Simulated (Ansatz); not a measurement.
# Static calculation, HgTe

System: HgTe (zinc blende type), 2 atoms in the cell.

Ansatz input (lattice in Å, positions in fractions of it; a bare `kind: paw` takes the build's default datasets)
```yaml
crystal:
  lattice:
    - [0, 3.33, 3.33]
    - [3.33, 0, 3.33]
    - [3.33, 3.33, 0]
  atoms:
    - { symbol: Hg, position: [0, 0, 0] }
    - { symbol: Te, position: [0.25, 0.25, 0.25] }
kpoints:
  mp_grid: { grid: [6, 6, 6] }
hamiltonian:
  xc: r2scan
  pseudopotentials: { kind: paw }
scf:
  occupations: { method: fermi_dirac, width: 0.02 }
output:
  forces: true
  stress: true
  eigenvalues: true
```

Level of theory: r²SCAN, plane waves, PAW datasets (generated soft set 1) (Ansatz 0.2.0 development build).

Output, in brief

```yaml
Plane-wave_cutoff_used: 500 eV
Pressure: -13.7 kbar
Smearing_term_TS: 0.2 meV/atom
Valence_electrons: 36
Irreducible_k-points: 16
CPU_time: roughly 7 core-seconds on a shared host
```

Stress tensor in GPa, compression positive:
```
-1.37  0.00  0.00
 0.00 -1.37  0.00
 0.00  0.00 -1.37
```

The stress includes the program's correction for the finite plane-wave basis.

The k-mesh is modest, so these values aren't fully converged in k.
